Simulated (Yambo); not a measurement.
```
K2SnF6
1.0
    5.85644     0.00000     0.00000
   -2.92822     5.07183     0.00000
    0.00000     0.00000     4.58208
F K Sn
6 2 1
Direct
  0.67210   0.83605   0.23479
  0.32790   0.16395   0.76521
  0.16395   0.83605   0.23479
  0.83605   0.16395   0.76521
  0.16395   0.32790   0.23479
  0.83605   0.67210   0.76521
  0.66667   0.33333   0.30022
  0.33333   0.66667   0.69978
  0.00000   0.00000   0.00000
```

Response from Yambo on LDA (Quantum ESPRESSO, PseudoDojo norm-conserving, 84 Ry, scalar-relativistic) bands: 3×3×4 mesh, 116 bands, 3 Ry local-field block, 0.2 eV broadening.

Q: Give the static electronic dielectric constant without and with local fields along each axis.

A: 
```json
[
 {"field along": "x", "ε(0), independent particles": "2.36", "ε(0), RPA with local fields": "2.15", "refractive index √ε": "1.47"},
 {"field along": "z", "ε(0), independent particles": "2.30", "ε(0), RPA with local fields": "2.11", "refractive index √ε": "1.45"}
]
```
Electronic (clamped-ion) response only. LDA gaps are usually too small, which raises these values. Convergence of the RPA response with its 3×3×4 mesh was not tested. x, y and z are Cartesian axes of the cell as given.

Spin-orbit coupling is not included.

Geometry of the Materials Project entry, not relaxed at this level.

The structure is a Materials Project entry; no match was found in the copy of COD used, and its stability was not checked.
